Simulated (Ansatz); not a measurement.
## Two states of HfVF₆

```xyz
8
Lattice="0.0000 4.0323 4.0323 4.0323 0.0000 4.0323 4.0323 4.0323 0.0000" Properties=species:S:1:pos:R:3 pbc="T T T"
F     4.0323    4.0323    1.9751
F     4.0323    4.0323    6.0895
F     1.9751    4.0323    4.0323
F     6.0895    4.0323    4.0323
F     4.0323    1.9751    4.0323
F     4.0323    6.0895    4.0323
V     4.0323    4.0323    4.0323
Hf    0.0000    0.0000    0.0000
```

Method: r2SCAN, with U_eff = 1.17 eV on V d (all-electron-ortho-atomic projectors); PAW, plane waves to 500 eV, 5×5×5 Γ-centred mesh, fermi-dirac occupations (width 0.022 eV) (Ansatz 0.2.0), atoms fixed.

State A: no moments (no spin polarisation). State B: V7 up (collinear spin).

Problem. Compare the two self-consistent states.

Solution. State B is lower by 415.5 meV an atom at zero smearing; in free energy at this smearing B lies -414.6 meV an atom from A.

| state | free energy (meV/atom) | largest moment in a small sphere (μB) | net moment (μB/cell) | gap on mesh (eV) | pressure (GPa) | largest force (eV/Å) |
| --- | --- | --- | --- | --- | --- | --- |
| A | 414.6 | 0.00 | 0.00 | metal | 2.9 | 0.88 |
| B | 0.0 | 2.26 | 3.00 | 3.02 | 3.6 | 0.44 |

Origin: a database entry at a rescaled volume. Caveats: an odd or shifted mesh can miss the band edges, so this level's true gap may be smaller; the state breaks the symmetry of the cell; odd electron count without spin polarisation, so a magnetic state may lie lower.
